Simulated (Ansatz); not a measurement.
PbSe (rock salt)

```yaml
crystal:
  lattice:
    - [0.00000, 3.10888, 3.10888]
    - [3.10888, 0.00000, 3.10888]
    - [3.10888, 3.10888, 0.00000]
  atoms:
    - { symbol: Se, position: [0.00000, 0.00000, 0.00000] }
    - { symbol: Pb, position: [0.50000, 0.50000, 0.50000] }
```

In each cell atom 2 (Pb, nearest neighbour Se at 3.109 Å; its periodic images, 4.4 Å or more away, move with it) moves by s·(1.000, 0.000, 0.000) (along Cartesian x), the rest being held.

Level of theory: PBE (plane waves to 420 eV, PAW, scalar-relativistic; Ansatz, an electronic-structure program). k mesh 8×8×8 (Γ-centred), Fermi-Dirac smearing 0.05 eV. E stands for the smeared free energy. PbSe was relaxed with its symmetry unable to fall. Spin-orbit coupling is left out, though Pb is heavy. The zero of ΔE is the undisplaced structure.

| s (Å) | ΔE (meV/cell) |
|---|---|
| -0.310 | 35.9 |
| -0.248 | withheld |
| -0.186 | 6.5 |
| -0.124 | 1.9 |
| -0.062 | 0.3 |
| 0.000 | 0.0 |
| 0.062 | 0.3 |
| 0.124 | 1.9 |
| 0.186 | 6.5 |
| 0.248 | withheld |
| 0.310 | 35.9 |

Task: Fit an even polynomial form (powers 2, 4) to the given rows and predict ΔE at s = -0.248.

Result: Least squares on the 9 given rows: ΔE = (81.19)·s² + (3043)·s⁴, in meV/cell with s in Å; root-mean-square residual 0.05 meV/cell. At -0.248 the fit gives 16.5 meV/cell; the calculation gives 16.7 meV/cell, so the interpolation is off by -0.2 (-1.2 %). The quadratic term alone would give 5.0 meV/cell.

(A displaced cell: forces are minus the slopes of the energy, force constants its curvatures, and phonons follow from these.)
